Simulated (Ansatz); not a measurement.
AgPd:
```
CELL_PARAMETERS angstrom
      1.39521     0.80553     4.58796
     -1.39521     0.80553     4.58796
      0.00000    -1.61105     4.58796
ATOMIC_POSITIONS crystal
  Ag 0.00000 0.00000 0.00000
  Pd 0.50000 0.50000 0.50000
```

Relaxed with PBEsol. Special points in fractions of this cell's reciprocal vectors: Γ (0.000, 0.000, 0.000); T (0.500, 0.500, 0.500); H2 (0.813, 0.187, 0.500); H0 (0.500, -0.187, 0.187); L (0.500, 0.000, 0.000); S0 (0.344, -0.344, 0.000); S2 (0.656, 0.000, 0.344); F (0.500, 0.000, 0.500).

Q: List the band energies nearest the Fermi level at these points for PBEsol with spin–orbit coupling (plane waves, PAW; program Ansatz).

A: In eV from the Fermi level; about four levels below and three above (degenerate sets whole), none deeper than 8.9 eV; … stands for higher levels left out; points with the same levels are listed once.

```json
[
 {"k": "Γ", "below": "-0.72 -0.72 -0.51 -0.51", "above": "0.27 0.27 5.72 5.72"},
 {"k": "T", "below": "-1.06 -1.06 -0.85 -0.85", "above": "12.76 12.76 …"},
 {"k": "H2", "below": "-1.57 -1.57 -0.75 -0.75", "above": "4.81 4.81 5.41 5.41"},
 {"k": "L", "below": "-2.31 -2.31 -1.47 -1.47", "above": "0.06 0.06 2.22 2.22"},
 {"k": "S0", "below": "-1.59 -1.59 -0.82 -0.82", "above": "4.79 4.79 5.32 5.32"},
 {"k": "F", "below": "-0.78 -0.78 -0.40 -0.40", "above": "0.10 0.10 0.28 0.28"}
]
```

Space group R-3m. The workflow started from a Materials Project entry (that database holds measured and hypothetical structures alike); the Crystallography Open Database copy checked does not list it. With Ag and Pd taken as one species the cell has the higher symmetry Fm-3m, so it may be an ordered model of a mixed-site phase. Whether it is the stable phase at ambient conditions was not checked. The PBEsol relaxation kept the symmetry of its start; its stability against distortions is not shown here. The run is not spin-polarised.

Potentials: the later of the program's two PAW sets.
